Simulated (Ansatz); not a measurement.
The relaxed structure here is a generated cell of Pd: the first start was made by placing the elements on the sites of a structure type, and the end was not matched to a known phase here, so it may be hypothetical. Known forms of Pd include space group No. 225.

A relaxed cell of Pd (Im-3m (No. 229)), relaxed on a k-mesh at least as fine as the one used below. Level of theory: r2SCAN (plane waves to 500 eV, PAW, scalar-relativistic; Ansatz, a first-principles code). Γ-centred k-mesh 15×15×8 on the run's cell (coarser than for final values), Fermi–Dirac smearing 0.05 eV.

```yaml
crystal:
  lattice:
    - [-1.55487, 1.55487, 1.55487]
    - [1.55487, -1.55487, 1.55487]
    - [3.10973, 3.10973, -3.10973]
  atoms:
    - { symbol: Pd, position: [0.00000, 0.00000, 0.00000] }
    - { symbol: Pd, position: [0.00000, 0.00000, 0.50000] }
```

The atoms are displaced by (Å):

```json
[
 {"atom": "Pd1", "ux": "-0.046", "uy": "-0.169", "uz": "-0.059"},
 {"atom": "Pd2", "ux": "0.035", "uy": "-0.053", "uz": "-0.183"}
]
```

Task: What forces (eV/Å) and pressure result?

Result: 
| atom | Fx | Fy | Fz |
|---|---|---|---|
| Pd1 | 1.01 | 1.01 | -0.60 |
| Pd2 | -1.01 | -1.01 | 0.60 |

Pressure +2.9 GPa.

Task: Estimate the energy cost of the displacement in the harmonic approximation and compare with the calculation.

Result: For a harmonic well ΔE = −½ Σ F·u = 0.137 eV a cell, or 69 meV/atom. The calculated energy relative to the undisplaced cell is +0.07 eV/atom, so the harmonic estimate holds well.

The undisplaced cell is probably no minimum: from this displacement the run went on to Fm-3m (No. 225), 0.04 eV/atom below it.

No spin polarisation in the result.
